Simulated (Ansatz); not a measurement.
## Mo: from a starting cell to a relaxed one

The start is a generated cell, Mo built in the beta-W structure type. A full variable-cell relaxation at zero pressure is run with PBE (plane waves to 420 eV, PAW, scalar-relativistic; Ansatz, a first-principles code). First-step values are on the input's coarse k-mesh.

Ansatz input (later rounds restart from its end on a renewed k-mesh):
Ansatz 0.2 input:
```yaml
crystal:
  lattice:
    - [5.033429, 0, 0]
    - [0, 5.033429, 0]
    - [0, 0, 5.033429]
  atoms:
    - { symbol: Mo, position: [0.25, 0, 0.5] }
    - { symbol: Mo, position: [0.75, 0, 0.5] }
    - { symbol: Mo, position: [0, 0.5, 0.25] }
    - { symbol: Mo, position: [0, 0.5, 0.75] }
    - { symbol: Mo, position: [0.5, 0.25, 0] }
    - { symbol: Mo, position: [0.5, 0.75, 0] }
    - { symbol: Mo, position: [0, 0, 0] }
    - { symbol: Mo, position: [0.5, 0.5, 0.5] }
basis: { ecutwfc: 420, ecutrho_ratio: 4, xc_grid: 2, fft_grid_basis: typed }
kpoints: { mp_grid: { grid: [7, 7, 7] } }
hamiltonian:
  xc: pbe
  dispersion: none
  pseudopotentials: { azcp: { folder: ./paw }, kind: paw }
scf: { occupations: { method: fermi_dirac, width: 0.05 } }
relax: { f_tol: 0.01, max_steps: 100, cell: { stress_tol: 0.02 } }
output: { forces: true, stress: true }
```

### Question
By how much does the energy per atom fall from start to end?

### Answer
Under 0.01 eV/atom.

### Question
How does the volume change?

### Answer
+0.7 %, from 15.94 to 16.04 Å³/atom.

### Question
How do the shortest distances between atoms change?

### Answer
The closest pairs of elements (up to four, under 3.6 Å), start → end: Mo–Mo 2.52 → 2.52 Å.

### Question
What band gap does the relaxed structure have at this level?

### Answer
Zero (metallic).

### Question
Give the final cell and atomic positions.

### Answer

Space group Pm-3n (No. 223); a = b = c = 5.0443 Å, α = β = γ = 90.00°

```csv
atom,site,symmetry,x,y,z
Mo,6c,-4m.2,0.0000,0.5000,0.2500
Mo,2a,m-3.,0.0000,0.0000,0.0000
```

The space group stays Pm-3n (No. 223) (the run could not lower it), with 8 atoms in the primitive cell. Final values are on a 9×9×9 k-mesh of the relaxed cell. No spin polarisation in the result.

The run could not lose the symmetry of its start, so the end can be a saddle point.

All atoms sit on sites fixed by symmetry, so only the cell could relax.

The relaxed structure here is a generated cell of Mo: the first start was made by placing the elements on the sites of a structure type, and the end was not matched to a known phase here, so it may be hypothetical. Known forms of Mo include space group No. 229.
